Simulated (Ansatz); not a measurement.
The cell below belongs to a search over invented structures; it isn't taken from experiment.

Input and command of a plane-wave DFT calculation in Ansatz:

```yaml
crystal:
  lattice:
    - [2.93765322, 1.69605488, 4.4780967]
    - [-2.93765322, 1.69605488, 4.4780967]
    - [0.0, -3.39210976, 4.4780967]
  atoms:
    - { symbol: Be, position: [0.5, 0.5, 0.0] }
    - { symbol: Be, position: [0.0, 0.5, 0.5] }
    - { symbol: Be, position: [0.5, 0.0, 0.5] }
    - { symbol: S, position: [0.0, 0.0, 0.5] }
    - { symbol: S, position: [0.5, 0.0, 0.0] }
    - { symbol: S, position: [0.0, 0.5, 0.0] }
    - { symbol: S, position: [0.5, 0.5, 0.5] }
    - { symbol: S, position: [0.0, 0.0, 0.0] }
basis:
  ecutwfc: 420
kpoints:
  mp_grid: { grid: [4, 4, 4] }
hamiltonian:
  xc: pbe
scf:
  occupations: { method: gaussian, width: 0.2 }
  lower_state_search: "off"
output:
  forces: true
  stress: true
  eigenvalues: true
relax:
  adjacent_minimum: "off"
  f_tol: 0.08
  max_steps: 16
  cell: { stress_tol: 0.8 }
```

```bash
ansatz run input.yaml --threads 1 --pin off --max-ram 2560MiB --backend cpu --events-out ev --progress --plain --runs-dir out
```

Processor: Intel(R) Xeon(R) Processor @ 2.50GHz (Skylake/Cascade Lake), 1 thread, on a host shared with other jobs.

Q: How long does it run, and how much memory does it take?

A: About 99 s, peak memory 0.4 GiB. It solves 26 bands at 13 k points (after reduction by symmetry) with about 2103 plane waves (on the last cell), in 71 SCF iterations over 12 ionic steps.
